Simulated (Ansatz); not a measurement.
Ga:
```cif
data_Ga8
_chemical_formula_sum 'Ga8'
_space_group_name_H-M_alt 'Cmcm'
_space_group_IT_number 63
_space_group_name_Hall '-C 2c 2'
_cell_length_a 7.53770
_cell_length_b 4.51168
_cell_length_c 4.50354
_cell_angle_alpha 90.000
_cell_angle_beta 90.000
_cell_angle_gamma 90.000
loop_
_space_group_symop_operation_xyz
  'x, y, z'
  '-x, -y, -z'
  '-x, -y, z+1/2'
  'x, y, -z+1/2'
  'x, -y, -z'
  '-x, y, z'
  '-x, y, -z+1/2'
  'x, -y, z+1/2'
  'x+1/2, y+1/2, z'
  '-x+1/2, -y+1/2, -z'
  '-x+1/2, -y+1/2, z+1/2'
  'x+1/2, y+1/2, -z+1/2'
  'x+1/2, -y+1/2, -z'
  '-x+1/2, y+1/2, z'
  '-x+1/2, y+1/2, -z+1/2'
  'x+1/2, -y+1/2, z+1/2'
loop_
_atom_site_label
_atom_site_type_symbol
_atom_site_symmetry_multiplicity
_atom_site_Wyckoff_symbol
_atom_site_fract_x
_atom_site_fract_y
_atom_site_fract_z
_atom_site_occupancy
Ga1 Ga 8 g 0.16258 0.17128 0.25000 1
```
(The calculation used a cell of 4 atoms; values per cell refer to that cell.)

Relaxed with LDA.

**Question.** Which orbitals make up the states near the Fermi level in LDA in the plane-wave PAW code Ansatz?

**Answer.** Within 0.5 eV of the Fermi level: Ga 4p 82 %, Ga 4s 17 %. Projections are on Löwdin-orthogonalised atomic valence shells; empty p or d shells of many metals are not among them.

**Question.** Tabulate the density of states.

**Answer.** States/eV per cell of 4 atoms, in 0.25 eV bins, energy from the Fermi level.

```tsv
E (eV)	total	Ga 4p	Ga 4s	Ga 3d
-7.85	0.90	0.44	0.45	0.01
-7.60	0.94	0.46	0.47	0.01
-7.35	1.13	0.55	0.56	0.01
-7.10	1.12	0.55	0.56	0.01
-6.85	0.87	0.43	0.43	0.01
-6.60	0.68	0.34	0.33	0.01
-6.35	0.88	0.45	0.42	0.01
-6.10	1.01	0.52	0.48	0.01
-5.85	1.04	0.53	0.49	0.01
-5.60	1.29	0.67	0.60	0.01
-5.35	1.28	0.66	0.60	0.01
-5.10	1.23	0.62	0.59	0.01
-4.85	1.19	0.59	0.59	0.01
-4.60	1.15	0.55	0.58	0.01
-4.35	1.08	0.51	0.55	0.01
-4.10	0.91	0.47	0.43	0.01
-3.85	0.87	0.47	0.39	0.01
-3.60	0.99	0.64	0.34	0.01
-3.35	1.11	0.78	0.32	0.01
-3.10	1.35	0.98	0.35	0.01
-2.85	1.44	1.09	0.33	0.01
-2.60	1.49	1.17	0.30	0.01
-2.35	1.58	1.28	0.29	0.01
-2.10	1.65	1.33	0.29	0.01
-1.85	1.72	1.39	0.31	0.01
-1.60	1.74	1.42	0.30	0.01
-1.35	1.91	1.60	0.29	0.01
-1.10	1.71	1.46	0.23	0.01
-0.85	1.61	1.38	0.21	0.01
-0.60	1.49	1.24	0.23	0.01
-0.35	1.12	0.93	0.18	0.01
-0.10	0.81	0.66	0.13	0.00
0.15	0.63	0.51	0.10	0.00
0.40	0.84	0.67	0.16	0.00
0.65	1.27	0.95	0.28	0.01
0.90	1.30	0.90	0.36	0.01
1.15	1.71	1.09	0.56	0.01
1.40	1.92	1.18	0.67	0.01
1.65	2.05	1.31	0.66	0.01
1.90	1.74	1.13	0.54	0.01
2.15	1.55	1.02	0.47	0.01
2.40	1.69	1.12	0.50	0.01
2.65	1.72	1.17	0.47	0.01
2.90	2.01	1.42	0.49	0.01
3.15	1.85	1.34	0.41	0.01
3.40	1.76	1.31	0.34	0.01
3.65	1.94	1.44	0.37	0.01
3.90	2.09	1.55	0.40	0.01
4.15	2.03	1.50	0.37	0.01
4.40	1.92	1.44	0.32	0.01
4.65	2.09	1.58	0.32	0.01
```

The first step of the workflow began from a Materials Project structure, measured or hypothetical; the Crystallography Open Database files this formula in space group No. 63, but the cells were not matched. It is not the phase usual at ambient conditions (space group No. 64). Symmetry was held in the LDA relaxation; its stability against distortions is not shown here. Spin–orbit coupling is left out wherever it is not named.

Potentials: the earlier of the program's two PAW sets. The files were generated under PBE; for other functionals the program regenerates the frozen cores, and for LDA and PBEsol the local potential too.
